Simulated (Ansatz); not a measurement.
The calculation used DFT PBE, scalar-relativistic, plane waves, PAW, and for the lanthanide a 4f-in-core norm-conserving potential, in Ansatz 0.2.0. All cells share a 690 eV cutoff and Γ-centred k meshes spaced at most about 0.3 Å⁻¹ (about 0.25 or finer for metals, 2π included). No spin polarisation in the final relaxations.

These are static total energies at zero pressure.

Two forms of LiTbH₄ were relaxed alike.

1.

```
CELL_PARAMETERS angstrom
3.06866 0.00000 0.00000
0.00000 3.06866 0.00000
0.00000 0.00000 6.20001
ATOMIC_POSITIONS crystal
Li 0.50000 0.50000 0.50000
Tb 0.00000 0.00000 0.00000
H 0.00000 0.00000 0.64710
H 0.50000 0.50000 0.16039
H 0.50000 0.50000 0.83961
H 0.00000 0.00000 0.35290
```

2.

```
CELL_PARAMETERS angstrom
0.00000 3.04950 3.04950
3.04950 0.00000 3.04950
3.04950 3.04950 0.00000
ATOMIC_POSITIONS crystal
Li 0.00000 0.00000 0.00000
Tb 0.50000 0.50000 0.50000
H 0.14717 0.14717 0.55848
H 0.55848 0.14717 0.14717
H 0.14717 0.14717 0.14717
H 0.14717 0.55848 0.14717
```

Question: Which would you expect to be lower, and how large is the difference?

Answer: Cell 2 is lower, by 8 meV/atom. Cell 1 has space group P4/mmm (No. 123), 9.7 Å³/atom and no gap on its mesh; cell 2 has space group F-43m (No. 216), 9.5 Å³/atom and a gap of 1.17 eV. Counting H atoms around Li and Tb (those within 1.25 times the shortest such distance or 1.15 times the sum of covalent radii, 1.27 where that leaves under three; a plus sign parts nearer from farther groups), cell 1 has Li 2+8, Tb 2+8 and cell 2 has Li 4, Tb 12. Both come from invented guesses. A third cell relaxed alike, in P1, lies 0.34 eV/atom below the lower of the two.

For metals, differences of a few meV/atom aren't resolved. Kohn–Sham gaps at this level usually fall short of measured ones. With hydrogen, zero-point motion can shift such differences by 10 meV/atom or more. Cells relaxed within their symmetry can be saddle points.

The lanthanide is trivalent by construction, without f bands, f moments or other valences.
